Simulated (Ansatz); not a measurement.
RbBr:
```cif
data_Br4Rb4
_chemical_formula_sum 'Rb4 Br4'
_space_group_name_H-M_alt 'Fm-3m'
_space_group_IT_number 225
_space_group_name_Hall '-F 4 2 3'
_cell_length_a 6.92589
_cell_length_b 6.92589
_cell_length_c 6.92589
_cell_angle_alpha 90.000
_cell_angle_beta 90.000
_cell_angle_gamma 90.000
loop_
_atom_site_label
_atom_site_type_symbol
_atom_site_symmetry_multiplicity
_atom_site_Wyckoff_symbol
_atom_site_fract_x
_atom_site_fract_y
_atom_site_fract_z
_atom_site_occupancy
Rb1 Rb 4 a 0.00000 0.00000 0.00000 1
Br1 Br 4 b 0.50000 0.50000 0.50000 1
```
(The calculation used a cell of 2 atoms; values per cell refer to that cell.)

Relaxed with r²SCAN.

Question: Tabulate the valence density and the electron localisation function along the shortest Rb–Br contact (3.46 Å), r²SCAN (plane waves, PAW; program Ansatz).

Answer: 

```csv
distance from Rb (Å),density (e/Å³),ELF
0.35,1.90,0.39
0.52,2.13,0.75
0.69,1.69,0.86
0.87,1.02,0.88
1.04,0.51,0.81
1.21,0.24,0.56
1.39,0.12,0.14
1.56,0.07,0.04
1.73,0.07,0.06
1.90,0.11,0.31
2.08,0.18,0.67
2.25,0.31,0.81
2.42,0.54,0.86
2.60,0.87,0.88
2.77,1.15,0.81
2.94,1.09,0.45
3.12,0.65,0.04
```

The density is the valence pseudo-density with augmentation charge, so density and ELF within about 1 Å of a nucleus are not all-electron values.

The r²SCAN relaxation kept the symmetry of its start.

Potentials: the later of the program's two PAW sets.
